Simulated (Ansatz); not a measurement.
input.yaml (Ansatz)

```yaml
crystal:
  lattice:
    - [3.2923902542, 0.0, 0.0]
    - [0.0, 3.2923902542, 0.0]
    - [0.0, 0.0, 3.2923902542]
  atoms:
    - { symbol: Yb, position: [0.0, 0.0, 0.0] }
hamiltonian:
  xc: r2scan
  pseudopotentials:
    kind: paw
    azcp:
      Yb: "pseudopotentials/Yb.paw.azcp"
basis:
  ecutwfc: 500
  fft_grid_basis: typed
kpoints:
  mp_grid: { grid: [16, 16, 16], shift: [0, 0, 0] }
magnetization:
  spin_polarized: false
scf:
  occupations: { method: fermi_dirac, width: 0.1 }
output:
  write_density: true
  write_potential: true
  elf: true
  volumetric_format: npy
```

Terminal output

```
Engine: ansatz 0.2.0, x86_64-unknown-linux-gnu
Pseudopotentials: kind: paw
Pseudopotential: Yb, paw, valence charge 24, recommended cutoff 500 eV (meta_gga) 
Functional definition: r2SCAN
  parameter k0 = 0.174
  parameter k1 = 0.065
  parameter a1 = 4.9479
  exchange = r2scan_x(k0 = k0, k1 = k1, a1 = a1)
  correlation = r2scan_c
Crystal: 1 atoms, lattice volume = 35.689 Å³
Basis set: ecut = 500 eV, 925 PW (Γ), exchange–correlation on 100×100×100 points (64 copies of the dense FFT grid, shifted against one another)
Bands: 16, of which v1, the nominal top of the filled ones, is band 12 counted from 1 (11 counted from 0)
Symmetry: 48 space group operations
Space group: Pm-3m (ITA 221), of the structure as read, at distance tolerance 3.3e-5 Å
k-points: 165 of 4096
Non-local potential: Yb, projectors of the file, l = 0: 3, l = 1: 2, l = 2: 2, l = 3: 3
PAW form: soft (Blöchl's): semilocal exchange-correlation on the pseudo side does not see the compensation charge
PAW frozen core: Yb, regenerated for the run's functional (the file was generated under x = pbe(κ = 0.804, μ = 0.2195149727645171), c = pbe(β = 0.06672455060314922))
PAW one-centre angular grid: Yb, 2702 points (default); XC on 160 Gauss nodes
Initial density: superposition of atomic densities (neutral atoms: chi_scale 0, normalization atom), corrected by the library's trained network
Initial wavefunctions: pseudopotential atomic-orbital guess
Functional: x = r2scan, c = r2scan; τ floored in thin density (d = 2e-4 eV/Å³)
SCF iter   1: F=—  HF=-13805.436393 eV  |F-HF|=—  |Δ(HF+E_count)|=         —  Δρ=3.66e-2  dr2=4.11e-1  dr2_τ=1.49e-3  ethr=1.77e-3  ⟨swp⟩=5.2  Hψ=13108  notcnv=0
SCF iter   2: F=—  HF=-13806.267009 eV  |F-HF|=—  |Δ(HF+E_count)|=   8.31e-1  Δρ=2.20e-1  dr2=1.36e1  dr2_τ=2.76e-2  ethr=1.71e-3  ⟨swp⟩=3.8  Hψ=8258  notcnv=0  recentre
SCF iter   3: F=—  HF=-13805.409086 eV  |F-HF|=—  |Δ(HF+E_count)|=   8.58e-1  Δρ=2.66e-2  dr2=2.23e-1  dr2_τ=3.98e-4  ethr=1.71e-3  ⟨swp⟩=3.0  Hψ=6791  notcnv=0
SCF iter   4: F=—  HF=-13805.378615 eV  |F-HF|=—  |Δ(HF+E_count)|=   3.05e-2  Δρ=7.69e-3  dr2=2.03e-2  dr2_τ=1.39e-4  ethr=9.29e-4  ⟨swp⟩=2.9  Hψ=5651  notcnv=0
SCF iter   5: F=—  HF=-13805.381551 eV  |F-HF|=—  |Δ(HF+E_count)|=   2.94e-3  Δρ=9.12e-3  dr2=2.70e-2  dr2_τ=3.76e-4  ethr=8.47e-5  ⟨swp⟩=2.0  Hψ=3822  notcnv=0
SCF iter   6: F=—  HF=-13805.383621 eV  |F-HF|=—  |Δ(HF+E_count)|=   2.07e-3  Δρ=1.39e-2  dr2=5.74e-2  dr2_τ=2.06e-5  ethr=8.47e-5  ⟨swp⟩=2.0  Hψ=4914  notcnv=0
SCF iter   7: F=—  HF=-13805.382412 eV  |F-HF|=—  |Δ(HF+E_count)|=   1.21e-3  Δρ=1.22e-2  dr2=4.39e-2  dr2_τ=5.21e-5  ethr=8.47e-5  ⟨swp⟩=1.0  Hψ=3778  notcnv=0
SCF iter   8: F=—  HF=-13805.379679 eV  |F-HF|=—  |Δ(HF+E_count)|=   2.73e-3  Δρ=6.65e-3  dr2=1.28e-2  dr2_τ=6.23e-6  ethr=8.47e-5  ⟨swp⟩=1.0  Hψ=2640  notcnv=0
SCF iter   9: F=—  HF=-13805.378838 eV  |F-HF|=—  |Δ(HF+E_count)|=   8.40e-4  Δρ=3.42e-3  dr2=3.33e-3  dr2_τ=9.45e-7  ethr=5.34e-5  ⟨swp⟩=1.0  Hψ=2656  notcnv=0
SCF iter  10: F=—  HF=-13805.378542 eV  |F-HF|=—  |Δ(HF+E_count)|=   2.96e-4  Δρ=1.95e-4  dr2=1.01e-5  dr2_τ=3.31e-7  ethr=1.39e-5  ⟨swp⟩=1.1  Hψ=2801  notcnv=0
SCF iter  11: F=—  HF=-13805.378552 eV  |F-HF|=—  |Δ(HF+E_count)|=   9.65e-6  Δρ=1.64e-5  dr2=4.07e-8  dr2_τ=4.02e-7  ethr=4.17e-10  ⟨swp⟩=4.8  Hψ=14289  notcnv=0
SCF iter  12: F=-13805.378551 eV  HF=-13805.378551 eV  |F-HF|=6.97e-8  |Δ(HF+E_count)|=   3.99e-8  Δρ=8.74e-6  dr2=1.70e-8  dr2_τ=1.22e-8  ethr=1.70e-10  ⟨swp⟩=5.3  Hψ=10348  notcnv=0
SCF 1 converged in 12 iterations: F = -13805.378551 eV  dr2 = 1.70e-8
SCF converged after 12 iterations
Free energy (F): -13805.378551 eV
Harris-Foulkes:  -13805.378551 eV  (|F-HF|=6.97e-8)
Internal energy: -13805.306737 eV  (E = F + TS)
E sigma→0 (E₀):  -13805.342644 eV
Entropy (-TS):   -0.071814 eV (-71.814 meV/atom)
Fermi energy:    10.551396 eV
--- Per-component energies (eV) ---
  E_band       = -15.694461
  E_kinetic    = 354.572584
  E_local      = -6397.116195  (includes V_loc(G=0)·N_el)
  E_nonlocal   = 546.655390
  E_hartree    = 2787.657988
  E_xc         = -159.811188
  E_vxc        = -227.850354  (∫ρ·V_xc dr)
  E_paw        = -7364.251918  (= ΣΔE_a)
  E_vpaw       = 118.628470  (= ΣTr[D̂ρ^β])
  E_aug_tail   = 0.000002  (compensation charges beyond the density's cutoff)
  E_vtau       = 14.111911  (kinetic-family band-sum trace: ∫τ·v_τ [+ j·A + Jᵃ·Aᵃ] dr)
  E_ewald      = -3573.862606
  E_core_change = 0.849206  (= ΣΔE_core)
  E_smearing   = -0.071814  (= −TS)
  E_closure    = 0.000000  (closes the sum)
  Σ components = -13805.378551   (vs F -13805.378551, Δ=0.00e0)
--- Band table (eV; the first three rows and the last of 165) ---
  k-point 0: bands = ["-42.8920", "-14.4278", "-14.4278", "-14.4278", "5.4074", "10.0117", "10.0117", "10.0117", "10.0281", "10.0281", "10.0281", "10.0870", "11.3352", "11.3352", "17.8617", "17.8617"]
  k-point 1: bands = ["-42.8909", "-14.4494", "-14.4260", "-14.4260", "5.4878", "10.0074", "10.0132", "10.0132", "10.0200", "10.0299", "10.0299", "10.0862", "11.3660", "11.3869", "17.6494", "17.6494"]
  k-point 2: bands = ["-42.8880", "-14.5103", "-14.4207", "-14.4207", "5.7233", "9.9961", "9.9999", "10.0165", "10.0165", "10.0364", "10.0364", "10.0837", "11.4544", "11.5176", "17.1510", "17.1510"]
  k-point 164: bands = ["-42.8119", "-14.8208", "-14.8208", "-14.8208", "9.9186", "9.9868", "9.9868", "9.9868", "10.1029", "10.1029", "10.1029", "10.9183", "10.9183", "10.9183", "16.7253", "18.8968"]
```

Command:

```sh
ansatz run input.yaml --threads 1 --pin off --max-ram 3584MiB --backend cpu --events-out ev --progress --plain --runs-dir out
```

On 1 thread of Intel(R) Xeon(R) Platinum 8259CL CPU @ 2.50GHz (Skylake/Cascade Lake) (shared host) this took about 27 s of wall time and 26 s of CPU time.
